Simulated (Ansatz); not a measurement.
**Where the states of SrMg lie**

```
Sr Mg
1.0
     3.90000    0.00000    0.00000
     0.00000    3.90000    0.00000
     0.00000    0.00000    3.90000
Sr Mg
1 1
Direct
  0.50000 0.50000 0.50000
  0.00000 0.00000 0.00000
```

The cell is COD entry 9008822, as deposited and not checked against the literature; nothing was relaxed.

Method: DFT, LDA, all-electron LAPW, scalar-relativistic (Ansatz 0.2.0).

The runs use a Γ-centred 9×9×9 k mesh, Fermi–Dirac smearing of 0.05 eV, basis error target 0.5 meV/atom, no spin polarisation.

States per eV and cell, averaged over 0.4 eV, from -5.4 to 2.0 eV, with energies (bin centres) from the Fermi level; empty bins are left out. 

```json
{"E (eV)": "-5.3", "total": "0.01"}
{"E (eV)": "-4.9", "total": "0.16"}
{"E (eV)": "-4.5", "total": "0.27"}
{"E (eV)": "-4.1", "total": "0.36"}
{"E (eV)": "-3.7", "total": "0.47"}
{"E (eV)": "-3.3", "total": "0.61"}
{"E (eV)": "-2.9", "total": "1.05"}
{"E (eV)": "-2.5", "total": "1.25"}
{"E (eV)": "-2.1", "total": "0.57"}
{"E (eV)": "-1.7", "total": "0.56"}
{"E (eV)": "-1.3", "total": "0.63"}
{"E (eV)": "-0.9", "total": "1.03"}
{"E (eV)": "-0.5", "total": "2.19"}
{"E (eV)": "-0.1", "total": "1.23"}
{"E (eV)": "0.3", "total": "1.80"}
{"E (eV)": "0.7", "total": "1.73"}
{"E (eV)": "1.1", "total": "0.95"}
{"E (eV)": "1.5", "total": "0.88"}
{"E (eV)": "1.9", "total": "2.36"}
```
